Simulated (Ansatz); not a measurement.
**Equation of state of Sb**

```yaml
crystal:
  lattice:
    - [3.16000, 0.00000, 0.00000]
    - [0.00000, 3.16000, 0.00000]
    - [0.00000, 0.00000, 3.16000]
  atoms:
    - { symbol: Sb, position: [0.00000, 0.00000, 0.00000] }
```

The geometry is COD entry 9013008, unchecked; take it as a test cell.

No spin–orbit coupling, which matters for the heavy atoms here.

Levels of theory: DFT, PBEsol, all-electron LAPW, scalar-relativistic (Ansatz 0.2.0); DFT, PBEsol, PAW with Ansatz's default frozen-core files, scalar-relativistic (Ansatz 0.2.0).

For LAPW: a Γ-centred 13×13×13 k mesh, Fermi–Dirac smearing of 0.05 eV, basis error target 1 meV/atom, no spin polarisation. PAW takes a cutoff of 420 eV at this cell (files made with PBE, cores remade for this functional). The Ansatz runs share mesh, smearing and spin set-up. Plane-wave (PAW) pressures include the program's estimate of the Pulay term.

The cell above is scaled evenly, with fractional coordinates and shape held.

```tsv
V/V(cell)	V (Å³/atom)	P, LAPW (GPa)	P, PAW (GPa)
0.9400	29.661	-2.01	-2.03
0.9405	29.677	-2.04	-2.06
0.9600	30.292	-3.10	-3.11
0.9700	30.608	-3.59	-3.61
0.9800	30.923	-4.06	-4.07
0.9900	31.239	-4.49	-4.50
1.0000	31.554	-4.90	-4.91
1.0100	31.870	-5.28	-5.29
1.0200	32.186	-5.64	-5.65
1.0300	32.501	-5.98	-5.99
1.0400	32.817	-6.29	-6.30
1.0600	33.448	-6.87	-6.88
```
